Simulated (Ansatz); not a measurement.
# Metals for microwave surfaces, plasmonics and heat sinking

Surface loss at microwave frequencies, Drude damping in the near infrared and electronic heat conduction all follow from the resistivity and the plasma energy of a metal. The reference row is fcc Ag. Frequency 100 GHz, photon energy 0.8 eV, T = 300 K, Lorenz number 2.44×10⁻⁸ WΩ/K². All rows are cubic metals, run without spin polarisation.

Where the numbers come from (Ansatz, a plane-wave PAW program): resistivity, plasma energy, N(E_F): LDA, Boltzmann equation with harmonic phonons, 300 K, mean over directions.

Spin–orbit coupling is left out unless named.

Working rules: R_s = √(πfμ₀ρ) = 6.283 mΩ × √(f ρ); ħγ = ħε₀ω_p²ρ = 0.1345 meV × (ħω_p)² ρ; quality = ω/γ; κ_e = L₀T/ρ = 732/ρ.

fcc Ag, the reference, has resistivity 1.6 μΩ·cm, plasma energy 9.4 eV, N(E_F) 0.26 states/eV/atom. That gives R_s = 6.283 × √(100 × 1.6) = 79 mΩ; ħγ = 0.1345 × 9.4² × 1.6 = 19.0 meV; Drude quality: 800/19.0 = 42; κ_e = 732/1.6 = 460 W/(m·K).

fcc Cu has resistivity 1.6 μΩ·cm, plasma energy 9.3 eV, N(E_F) 0.29 states/eV/atom. That gives R_s = 6.283 × √(100 × 1.6) = 79 mΩ; ħγ = 0.1345 × 9.3² × 1.6 = 18.6 meV; Drude quality: 800/18.6 = 43; κ_e = 732/1.6 = 460 W/(m·K).

RuAl (CsCl type) has resistivity 6.4 μΩ·cm, plasma energy 8.0 eV, N(E_F) 0.77 states/eV/atom. That gives R_s = 6.283 × √(100 × 6.4) = 160 mΩ; ħγ = 0.1345 × 8.0² × 6.4 = 55.1 meV; Drude quality: 800/55.1 = 15; κ_e = 732/6.4 = 110 W/(m·K).

fcc Au has resistivity 2.3 μΩ·cm, plasma energy 9.0 eV, N(E_F) 0.28 states/eV/atom. By the same steps, surface resistance 95 mΩ, damping ħγ 25.1 meV, Drude quality 32, electronic κ 320 W/(m·K).

By Drude quality (highest first): fcc Cu (43 ± 8.1) ≈ fcc Ag (42 ± 7.9), fcc Au (32 ± 6.0), RuAl (15 ± 2.8). The ± follows from allowances picked for this note (resistivity 12 %, plasma energy 4 %, 12 % for the model), carried to first order and added in quadrature; ≈ joins neighbours closer than their two ± added in quadrature. At the edge of that rule, so that a last digit could turn the call: fcc Ag and fcc Au. 0 of the 3 others clearly beat the reference on this figure.

Pareto front for high Drude quality and high plasma energy: fcc Ag (42, 9.4); fcc Cu (43, 9.3). The reference is on the front.

Decision: fcc Cu, fcc Ag cannot be told apart by Drude quality and share first place, and fcc Cu is on the front as well. This holds for the figure and assumptions above, and the caveats below decide whether it survives in a device.

Only phonon scattering is included, so films lose more. Interband absorption, often the larger optical loss, is outside the Drude quality. Resistivities move by up to 12 % from half the mesh. The rows are a sample of cubic metals; oxides, V to Ni (no spin in these runs) and Tl, Pb, Bi were not drawn. Limits of the draw: cubic metals without O, V to Ni, Tl, Pb or Bi. As a rule kept out of such tables: 4f compounds, open-shell compounds run without a Hubbard term, cells found unstable in the tests at hand, cells close to a higher symmetry, and runs set to a pressure or over 12 % in volume from the crystal's fullest run.
